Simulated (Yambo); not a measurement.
**NH$_{4}$Br: sweep of GW parameters**

G0W0@PBEsol for NH4Br (space group P-43m, No. 215) in Yambo. Reference settings: 4×4×4 Γ-centred k mesh, 176 bands and a 7 Ry block in the screening, 176 bands in G with the Bruneval-Gonze terminator, plasmon pole fitted at 27.2 eV. The PBEsol gap Γ → Γ on this mesh is 4.01 eV; G0W0 gaps are taken between the same points.

| change from the reference | G0W0 gap Γ → Γ (eV) | shift of the valence edge (eV) | rough Yambo cost |
|---|---|---|---|
| reference settings | 6.36 | -1.52 | 1 |
| 64 bands in W, 64 bands in G | 6.35 | -1.27 | about 1/3 |
| 110 bands in W, 110 bands in G | 6.33 | -1.42 | within a factor of two |
| 64 bands in G | 6.34 | -1.46 | – |
| 110 bands in G | 6.35 | -1.51 | – |
| 78 bands in W | 6.34 | -1.37 | within a factor of two |
| 3 Ry block | 6.12 | -1.33 | within a factor of two |
| 64 bands in G, no terminator | 6.17 | -0.94 | – |
| no terminator | 6.33 | -1.40 | – |

The reference isn't shown to be the converged limit. Costs are rough (shared machines), scaled to the same edge states, and given only for runs that recompute the screening.

Spin-orbit coupling is included.

Geometry of the Materials Project entry, not relaxed at this level; primitive cell a = b = c = 4.0001 Å, α = β = γ = 90.00°.

A shift is the quasiparticle energy of the state minus its PBEsol energy.
